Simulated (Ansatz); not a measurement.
An elastic constant from a strain scan in Pt

All numbers below come from Ansatz 0.2.0, DFT PBEsol, scalar-relativistic, plane waves, PAW. The runs took a 420 eV cutoff, a Γ-centred 20×20×20 mesh and Gaussian smearing (0.15 eV). Spin–orbit coupling is left out, which can shift energies with elements as heavy as these. No spin polarisation. Energies are free energies at this smearing, counted from the undisturbed cell; pressure is positive in compression.

Zero of the scan (as given, not relaxed at this level; it stands at 0.6 GPa):

```xyz
1
Lattice="0.0000 1.9579 1.9579 1.9579 0.0000 1.9579 1.9579 1.9579 0.0000" Properties=species:S:1:pos:R:3 pbc="T T T"
Pt    0.0000    0.0000    0.0000
```

The cell is strained by ε times the Voigt pattern (1, 1, 0, 0, 0, 0) (xx, yy, zz, yz, xz, xy; engineering shear) with fractional coordinates fixed. The cell holds 1 atom in V0 = 15.01 Å³. The stress column is τ = (1/V0) dE/dε, got from the stress tensor σ (compression positive) at each point as −det(1 + εP) σ : P(1 + εP)⁻¹, with P the pattern as a tensor.

| ε | ΔE (meV/atom) | τ (GPa) |
| --- | --- | --- |
| -0.1000 | 853.614 | -216.364 |
| -0.0750 | 438.402 | -141.229 |
| -0.0500 | 179.286 | -82.424 |
| -0.0250 | 42.291 | -36.503 |
| 0.0000 | 0.000 | -1.192 |
| 0.0250 | 30.096 | 25.633 |
| 0.0500 | 114.911 | 45.839 |
| 0.0750 | 240.804 | 60.900 |
| 0.0875 | 315.712 | 66.874 |
| 0.1000 | ? | ? |

Q: Which combination of elastic constants does this scan measure, and how large is it?

A: For small ε, τ = τ0 + Kε with K = pᵀCp, which for this pattern is 2(C11 + C12) in the cubic axes. The parabola through τ at ε = -0.0250, 0 and 0.0250 has slope K = 1243 GPa at zero. The energies per cell, E = NΔE, of the same two points give K = 2[E(ε₊)/ε₊ − E(ε₋)/ε₋]/[(ε₊ − ε₋)V0] = 1236 GPa, in agreement.

Q: Predict the withheld row at ε = 0.1000 from the harmonic law, and compare.

A: ΔE = V0(τ0 ε + Kε²/2)/N = 570.980 meV/atom and τ = 123.08 GPa. The calculation gives 397.104 meV/atom and 71.99 GPa: the energy lies 30 % below the harmonic value, as bonds soften when stretched.

In a metal these slopes depend on the k mesh and the smearing.